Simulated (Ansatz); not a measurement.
## BP: computed property card

BP:
```cif
data_BP
_chemical_formula_sum 'B1 P1'
_space_group_name_H-M_alt 'P 1'
_space_group_IT_number 1
_cell_length_a 2.71420
_cell_length_b 2.71420
_cell_length_c 2.71420
_cell_angle_alpha 90.000
_cell_angle_beta 90.000
_cell_angle_gamma 90.000
loop_
_space_group_symop_operation_xyz
  'x, y, z'
loop_
_atom_site_label
_atom_site_type_symbol
_atom_site_fract_x
_atom_site_fract_y
_atom_site_fract_z
_atom_site_occupancy
B1 B 0.00000 0.00000 0.00000 1
P1 P 0.50000 0.50000 0.50000 1
```

Space group Pm-3m (No. 221), CsCl type; conventional cell a = b = c = 2.7142 Å, α = β = γ = 90.00°.

Method: PBE in the plane-wave PAW code Ansatz. Geometry: relaxed at this level of theory. Other levels are named where they apply.

Cell and energy:

- Volume per atom: 10.00 Å³
- Density: 3.47 g/cm³
- Formation energy from the elements (no fitted shifts): 1.41 eV/atom

Electronic structure:

* **Electronic character**: metallic (no gap)
* **Density of states at the Fermi level**: 0.40 states/eV per atom (mean over ±0.08 eV)

Mechanics:

- Bulk modulus (Birch–Murnaghan fit): 133 GPa
- Pressure derivative B′: 4.1
- Elastic constants (relaxed ions, GPa): C11 = 135, C12 = 133, C44 = -41.2
- Mechanical stability: unstable (C has a negative eigenvalue)

Phonons:

* **Zone-centre stability**: unstable, softest mode 226i cm⁻¹
* **Dynamical stability on the path**: unstable, down to 488i cm⁻¹

Charges:

- Bader charges: B +0.02, P -0.02 e

A made-up cell: these elements were put on the sites of a structure type; neither database checked (COD, Materials Project) lists it. It is not the phase usual at ambient conditions (space group No. 216). The PBE relaxation kept the symmetry of its start. As this level gives no gap, shear constants depend on the k-mesh and smearing (Fermi–Dirac, 0.1 eV here). As this level gives no gap, phonon frequencies hold no LO–TO term and depend on the k-mesh and smearing (Fermi–Dirac, 0.1 eV here). The references are the lowest solids computed at this level, not always the standard phases.

Potentials: the later of the program's two PAW sets.
